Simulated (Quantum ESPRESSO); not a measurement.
Ga8P7As, a curve over strain

A calculation, not a measurement. The program is pw.x of Quantum ESPRESSO 7.5 (plane-wave density functional theory). The cell is made up: 16 atoms on a doubled zincblende/diamond lattice, with randomly drawn elements, strain and displacements, not relaxed. PseudoDojo standard norm-conserving files (v0.5 for PBE, v0.4.1 for LDA and PBEsol) set the functional; there is no spin polarisation, spin-orbit coupling or dispersion term, and the masses in the input are unused placeholders.

Seven runs add a strain to one cell (along z); the atoms follow the cell and are not relaxed. Stress in the table is positive in tension.

Input of the run at -0.0033:

```
&control calculation='scf', pseudo_dir='./dojo.nc.sr.pbe.v0_5.standard.upf', outdir='./o', disk_io='medium', tprnfor=.true., tstress=.true. /
&system ibrav=0, nat=16, ntyp=3, nbnd=83, ecutwfc=84.00895049, nosym=.true., tot_charge=0,
 occupations='smearing', smearing='fd', degauss=0.0018374661
/
&electrons conv_thr=7.350e-09, electron_maxstep=60, /
ATOMIC_SPECIES
As 1.0 As.upf
Ga 1.0 Ga.upf
P 1.0 P.upf
CELL_PARAMETERS angstrom
5.6097 -0.0066 0.006
-0.0066 5.6176 0.0285
0.012 0.0572 11.0962
ATOMIC_POSITIONS angstrom
Ga -0.0522 0.0544 -0.0209
Ga 0.1239 2.7831 2.8448
Ga 2.7869 0.0161 2.8045
Ga 2.768 2.9048 0.0265
Ga -0.0815 -0.0451 5.5147
Ga -0.0346 2.8413 8.352
Ga 2.8345 -0.0181 8.3668
Ga 2.8821 2.7179 5.5762
P 1.3129 1.279 1.3805
P 1.4021 4.352 4.3105
P 4.2903 1.4826 4.2164
As 4.2209 4.2955 1.4567
P 1.3843 1.4935 6.8345
P 1.3261 4.3094 9.806
P 4.2294 1.4807 9.5865
P 4.2435 4.2795 7.0014
K_POINTS automatic
4 4 2 1 1 1
```

| added strain | free energy less that of the input shown (eV) | stress xx (GPa) | stress yy (GPa) | stress zz (GPa) | stress xy (GPa) | pressure (GPa) | next band up at Gamma (eV) | iterations |
| --- | --- | --- | --- | --- | --- | --- | --- | --- |
| -0.0182 | 0.0006 | 0.54 | 1.12 | -0.84 | -0.26 | -0.27 | 1.035 | 12 |
| -0.0075 | -0.0052 | 1.08 | 1.63 | 0.36 | -0.24 | -1.02 | 0.975 | 12 |
| -0.0033 | 0.0000 | 1.28 | 1.82 | 0.82 | -0.24 | -1.30 | 0.950 | 12 |
| +0.0075 | 0.0331 | 1.75 | 2.27 | 1.99 | -0.22 | -2.00 | 0.883 | 13 |
| +0.0132 | 0.0617 | 1.99 | 2.49 | 2.59 | -0.21 | -2.35 | 0.845 | 13 |
| +0.0173 | 0.0868 | 2.15 | 2.64 | 3.02 | -0.21 | -2.60 | 0.817 | 13 |
| +0.0244 | 0.1393 | 2.41 | 2.88 | 3.75 | -0.20 | -3.02 | 0.767 | 13 |

A cubic fit gives a slope of stress zz against the added strain of 109 GPa at zero added strain, with the atoms clamped. Across the table the free energy follows the integral of the stress to within 0.8 meV. A rerun of one of the cells at a cutoff of 1437 eV and k mesh 6 x 6 x 4 moved values by no more than 0.022 eV in energy, 0.02 GPa in stress and 0.003 eV/Å in force. The band column is the level of band 78 at Gamma less that of band 77, whose number is half the electron count, rounded up; it comes from a band step after each run.